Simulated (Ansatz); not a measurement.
Al2ZnSe4:
```cif
data_Al4Se8Zn2
_chemical_formula_sum 'Al4 Zn2 Se8'
_space_group_name_H-M_alt 'I-4'
_space_group_IT_number 82
_space_group_name_Hall 'I -4'
_cell_length_a 5.51637
_cell_length_b 5.51637
_cell_length_c 10.82707
_cell_angle_alpha 90.000
_cell_angle_beta 90.000
_cell_angle_gamma 90.000
loop_
_atom_site_label
_atom_site_type_symbol
_atom_site_symmetry_multiplicity
_atom_site_Wyckoff_symbol
_atom_site_fract_x
_atom_site_fract_y
_atom_site_fract_z
_atom_site_occupancy
Al1 Al 2 d 0.50000 0.00000 0.25000 1
Al2 Al 2 b 0.00000 0.00000 0.50000 1
Zn1 Zn 2 a 0.00000 0.00000 0.00000 1
Se1 Se 8 g 0.23369 0.25867 0.36643 1
```
(The calculation used a cell of 7 atoms; values per cell refer to that cell.)

Relaxed with PBEsol. DFT-PBEsol in the program Ansatz with PAW potentials gives a gap of 2.20 eV.

Question: What gap does HSE06 give on the same cell (Ansatz, PAW)?

Answer: 3.34 eV, 1.13 eV more. The hybrid was solved on a coarser mesh and at special points; its gap is the smallest among all of these.

```csv
k,v1 PBEsol,c1 PBEsol,v1 HSE06,c1 HSE06
Γ,0.00,2.20,0.00,3.34
M,-0.72,2.60,[?],[?]
X,-0.15,2.68,-0.18,3.79
P,-0.30,3.40,[?],[?]
N,-0.36,4.17,-0.38,5.22
S0,-0.34,3.39,[?],[?]
R,-0.39,3.00,[?],[?]
```

Question: Top valence (v1) and lowest conduction level (c1) in eV from each method's valence maximum (which need not be a listed point): supply the withheld HSE06 values.

Answer: 
- R, v1 HSE06: -0.42
- R, c1 HSE06: 4.11
- P, v1 HSE06: -0.34
- P, c1 HSE06: 4.57
- S0, v1 HSE06: -0.36
- S0, c1 HSE06: 4.39
- M, v1 HSE06: -0.78
- M, c1 HSE06: 3.55

Cost on shared cores: the PBEsol run (SCF on a 7×7×7 mesh, then bands and DOS) about 6 core-minutes (a rough figure), the HSE06 run (SCF on 4×4×4, then a few points) roughly 17 core-minutes; the tasks are unlike.

The workflow started from a Materials Project entry (that database holds measured and hypothetical structures alike); the Crystallography Open Database files this formula in space group No. 82, but the cells were not matched. Whether it is the stable phase at ambient conditions was not checked. Symmetry was held in the PBEsol relaxation; whether a distortion lowers the energy is not shown. Spin–orbit coupling is left out wherever it is not named.

Potentials: the later of the program's two PAW sets.
